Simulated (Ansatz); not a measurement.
## Si: energy along a strain

Si, I4/mmm, a = 3.254 Å, c = 2.641 Å (as given, not relaxed at this level: -0.3 GPa). This isn't the element's structure at ambient conditions. Ansatz: LDA, PAW, 420 eV, Γ-centred 22×22×22 mesh on 1 atom, Gaussian smearing 0.15 eV; no spin polarisation. Cell vectors (Å): -1.627 1.627 1.320; 1.627 -1.627 1.320; 1.627 1.627 -1.320. The cell is strained by x per cent times the pattern (0 0 0 0 0 1) in the order xx yy zz yz xz xy (engineering shears), with fractional coordinates held. y is the free energy over the start, V0 = 13.979 Å³/atom. Symmetry makes y even in x. Points with a strain past 8.5 % were computed too (4) and aren't used here.

```tsv
x (%)	y (meV/atom)
-7.50	14.37
0.00	0.00
1.87	?
3.75	4.53
5.62	8.77
```

Fit y = c2 x² + c4 x⁴ to the other rows, get the stiffness along the pattern, and predict the missing energy.

Least squares on the rows shown. y = 0.3209 x² − 0.001177 x⁴. The clamped-ion stiffness p·C·p = 2 × 3.209 eV × 160.2 / 13.979 Å³ = 74 GPa, which is C66 in these axes. At x = 1.87 the fit asked for gives 1.11 meV/atom. The run gave 1.23 meV/atom, so the fit is 0.12 meV/atom too low, within the rms miss on the fitted rows (0.18 meV/atom).